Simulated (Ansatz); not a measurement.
Relaxed-ion elastic tensor of TaTe (CsCl type, Pm-3m) in GPa (Voigt order), DFT-r²SCAN in the program Ansatz with PAW potentials; density 12.99 g/cm³, 19.73 Å³ per atom.

|  | 1 | 2 | 3 | 4 | 5 | 6 |
|---|---|---|---|---|---|---|
| 1 | 265 | 98.6 | 98.6 | 0.0 | 0.0 | 0.0 |
| 2 | 98.6 | 265 | 98.6 | 0.0 | 0.0 | 0.0 |
| 3 | 98.6 | 98.6 | 265 | 0.0 | 0.0 | 0.0 |
| 4 | 0.0 | 0.0 | 0.0 | 102 | 0.0 | 0.0 |
| 5 | 0.0 | 0.0 | 0.0 | 0.0 | 102 | 0.0 |
| 6 | 0.0 | 0.0 | 0.0 | 0.0 | 0.0 | 102 |

Task: Is the crystal mechanically stable?

Result: Yes: the smallest eigenvalue of C is 102 GPa.

Task: Work out the Voigt, Reuss and Hill averages.

Result: K_V = 154, K_R = 154, K_H = 154; G_V = 94.2, G_R = 93.3, G_H = 93.8 GPa.

Task: Give Young's modulus, Poisson's ratio, Pugh's ratio and the universal anisotropy index.

Result: E = 9KG/(3K + G) = 234 GPa; ν = 0.25; K/G = 1.64 (brittle by the Pugh limit of 1.75); A_U = 5G_V/G_R + K_V/K_R − 6 = 0.05.

Task: Estimate the sound speeds and the Debye temperature.

Result: v_l = √((K + 4G/3)/ρ) = 4630 m/s, v_t = √(G/ρ) = 2690 m/s, mean 2980 m/s; Θ = (h/k)(3n/4πV)^(1/3) v_m = 329 K.

Task: Give the Zener ratio and Young's modulus along [100], [110] and [111].

Result: A = 2C44/(C11 − C12) = 1.23; 1/E = S11 − 2(S11 − S12 − S44/2)Γ with Γ = 0, 1/4, 1/3 gives 211, 239, 250 GPa.

Task: Solve the Christoffel equation for the three sound speeds along [100], [110], [111].

Result: Eigenvalues of C_ijkl n_j n_l equal ρv². In km/s, slowest first: [100] 2.80, 2.80, 4.51; [110] 2.53, 2.80, 4.67; [111] 2.62, 2.62, 4.72.

The start of the workflow was typed in or built on a structure type; neither database checked (COD, Materials Project) lists it. Its standing as an ambient phase is unchecked. The cell was relaxed with r²SCAN under the symmetry of its start; whether a distortion lowers the energy is not shown. The run is not spin-polarised. Its formation energy is positive at this level, so the cell may be metastable or incomplete. With an odd number of electrons in the cell and no spin polarisation, the count alone makes it a metal. As this level gives no gap, shear constants depend on the k-mesh and smearing (Fermi–Dirac, 0.1 eV here). On the denser mesh and wider smearing of the elastic run this cell carries a stress of 0.4 GPa. Spin–orbit coupling is left out wherever it is not named.

Potentials: the later of the program's two PAW sets.
